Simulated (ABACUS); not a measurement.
Set-up for a self-consistent single point of TePb2S (R-3m, 4 atoms in the cell; from Materials Project mp-1217283, changed as shown).

```xyz
4
Lattice="2.2338 1.2897 7.2985 -2.2338 1.2897 7.2985 0.0000 -2.5794 7.2985" Properties=species:S:1:pos:R:3 pbc="T T T"
Te     0.0000     0.0000    10.9477
Pb     0.0000     0.0000    16.2402
Pb     0.0000     0.0000     5.6552
S      0.0000     0.0000     0.0000
```

Level of theory: LDA (PW92), PseudoDojo 0.4 standard norm-conserving LDA (tails mended) pseudopotentials (plane waves; ABACUS).

ABACUS settings:

```
key                                                                   value
---------------  ----------------------------------------------------------
KPT                                                       Gamma 4 4 4 0 0 0
basis_type                                                               pw
dft_functional                                                        PWLDA
ecutwfc                                                             82.3 Ry
smearing_method                                                    gaussian
smearing_sigma                                                0.00146997 Ry
potentials       PseudoDojo 0.4 standard norm-conserving LDA (tails mended)
symmetry                                                                  1
symmetry_prec                                                         1e-05
ks_solver                                                                cg
scf_nmax                                                                100
scf_thr                                                          1.0e-09 Ry
mixing_type                                                           pulay
```

Results:

- Number of valence electrons = 50
- Number of bands = 35
- Number of k-points after the program's reduction = 13
- Number of plane waves (most at a k-point) = 10806
- Number of SCF iterations = 10
- FFT grid = 90 × 90 × 90
- Free energy E − TS = -6971.4682 eV
- Top of the valence band (on the code's own zero) = 7.64 eV
- Gap on the k-point mesh = 0.58 eV
- Pressure = -4.56 GPa
- Largest force (vector length) = 0.038 eV/Å

Forces (eV/Å):
```json
[
 {"atom": "Te1", "Fx": "0.000", "Fy": "0.000", "Fz": "0.000"},
 {"atom": "Pb2", "Fx": "0.000", "Fy": "0.000", "Fz": "0.038"},
 {"atom": "Pb3", "Fx": "0.000", "Fy": "0.000", "Fz": "-0.038"},
 {"atom": "S4", "Fx": "0.000", "Fy": "0.000", "Fz": "0.000"}
]
```

Stress (GPa, positive for compression):
```
-4.54   0.00   0.00
 0.00  -4.54   0.00
 0.00   0.00  -4.61
```

Gaps are taken between levels on the mesh.

For comparison: a first run was changed to give this one (volume scaled by 1.02), and from it to this one the free energy rises by 16.2 meV/atom, the pressure goes from -3.84 to -4.56 GPa, the largest force goes from 0.028 to 0.038 eV/Å and the gap on the mesh goes from 0.535 to 0.582 eV.

Spin-orbit coupling is left out, which matters for bands and gaps with elements this heavy. The structure comes from a collection of computed structures, made at another level of theory; the collection holds predicted forms beside known ones. Its lattice was then scaled.

Cost on one core: around 13 core-minutes (rough).

“Tails mended”: in these copies of the files the far tail of each local potential was reset to the Coulomb form.
